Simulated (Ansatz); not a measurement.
Starting cell, Zr (hcp, Mg type):

```
CELL_PARAMETERS angstrom
      3.18473     0.00000     0.00000
     -1.59237     2.75806     0.00000
      0.00000     0.00000     5.11724
ATOMIC_POSITIONS crystal
  Zr 0.33333 0.66667 0.75000
  Zr 0.66667 0.33333 0.25000
```

In each cell atom 1 (Zr, nearest neighbour Zr at 3.151 Å; its periodic images, 3.2 Å or more away, move with it) moves by s·(0.707, 0.707, 0.000) (along Cartesian [110]), the rest being held.

Method: PBEsol (plane waves to 420 eV, PAW, scalar-relativistic; Ansatz, an electronic-structure program). k mesh 14×14×8 (Γ-centred), Fermi-Dirac smearing 0.05 eV. E stands for the smeared free energy. With partly filled bands, energies and forces of such displacements shift with the k mesh and the smearing. The PAW data are Ansatz's earlier set. Zr is run without spin polarisation. Zr was relaxed with its symmetry unable to fall. ΔE is measured from the undisplaced structure. The last digit holds for this mesh only.

```json
[
 {"s (Å)": "-0.320", "ΔE (meV/cell)": "withheld"},
 {"s (Å)": "-0.256", "ΔE (meV/cell)": "23.43"},
 {"s (Å)": "-0.192", "ΔE (meV/cell)": "13.15"},
 {"s (Å)": "-0.128", "ΔE (meV/cell)": "5.65"},
 {"s (Å)": "-0.064", "ΔE (meV/cell)": "1.35"},
 {"s (Å)": "0.000", "ΔE (meV/cell)": "0.00"},
 {"s (Å)": "0.064", "ΔE (meV/cell)": "1.33"},
 {"s (Å)": "0.128", "ΔE (meV/cell)": "5.52"},
 {"s (Å)": "0.192", "ΔE (meV/cell)": "12.73"},
 {"s (Å)": "0.256", "ΔE (meV/cell)": "22.37"},
 {"s (Å)": "0.320", "ΔE (meV/cell)": "33.65"}
]
```

**Question.** Fit a polynomial form (powers 2, 3, 4) to the given rows and predict ΔE at s = -0.320.

**Answer.** Least squares on the 10 given rows: ΔE = (356.7)·s² + (-36.91)·s³ + (-148.5)·s⁴, in meV/cell with s in Å; root-mean-square residual 0.145 meV/cell. At -0.320 the fit gives 36.18 meV/cell; the calculation gives 35.66 meV/cell, so the extrapolation is off by 0.52 (+1.5 %). The quadratic term alone would give 36.53 meV/cell.

(A displaced cell: forces are minus the slopes of the energy, force constants its curvatures, and phonons follow from these.)
